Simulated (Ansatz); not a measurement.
**Guessed and relaxed cells of TiGe2As2**

The guess for TiGe2As2 was made by a generator: random cell by space group and Wyckoff sites (P6/mmm, No. 191). The dimensions are guesses.

POSCAR.start

```
Ti Ge As
1.0
     4.36403    0.00000    0.00000
    -2.18202    3.77936    0.00000
     0.00000    0.00000    7.04565
Ti Ge As
1 2 2
Direct
  0.00000 0.00000 0.00000
  0.00000 0.00000 0.35019
  0.00000 0.00000 0.64981
  0.33333 0.66667 0.50000
  0.66667 0.33333 0.50000
```

Computed with DFT PBE, scalar-relativistic, plane waves, PAW (Ansatz 0.2.0). Cutoff 420 eV, Gaussian smearing, Γ-centred meshes. Cell and atoms relax first on a coarse mesh and then on a finer one. In between, the cell is made exact in the group found at 0.06 Å. In metals the finer mesh still leaves noise of several meV/atom or more. The steps can't lower the symmetry of their start. No spin polarisation.

POSCAR.end

```
Ti Ge As
1.0
     4.64799    0.00000    0.00000
    -2.32400    4.02528    0.00000
     0.00000    0.00000    7.53532
Ti Ge As
1 2 2
Direct
  0.00000 0.00000 0.00000
  0.00000 0.00000 0.33277
  0.00000 0.00000 0.66723
  0.33333 0.66667 0.50000
  0.66667 0.33333 0.50000
```

The symmetry stays P6/mmm (No. 191). The volume per atom grows by 21.3 %, from 23.2 to 28.2 Å³. The shortest distance goes from 2.11 Å (Ge–Ge) to 2.51 Å (Ti–Ge). The energy falls by about 0.33 eV/atom (the start's value is from the coarse mesh).

| Item | Value |
| --- | --- |
| Volume per atom | 28.20 Å³ |
| Density | 4.04 g/cm³ |
| Formation energy | +1.03 eV/atom |
| Gap on the 9×9×6 mesh of the 5-atom cell | 0 eV (a metal) |

Energies over the elements count from the elements' standard structures at the same level, with no fitted energy shifts. The separate elements lie lower, so it is unstable against them.

The last run used Gaussian smearing of 0.10 eV. The cell is a metal run without spin; a magnetic state may lie lower. The reference form of As is held partly by dispersion forces, which this level lacks. A structure relaxed within its symmetry needn't be a true minimum. In all, the 3 runs took 2.1 min on 1 thread of Intel(R) Xeon(R) Platinum 8259CL CPU @ 2.50GHz (Skylake/Cascade Lake), with other jobs on the host.
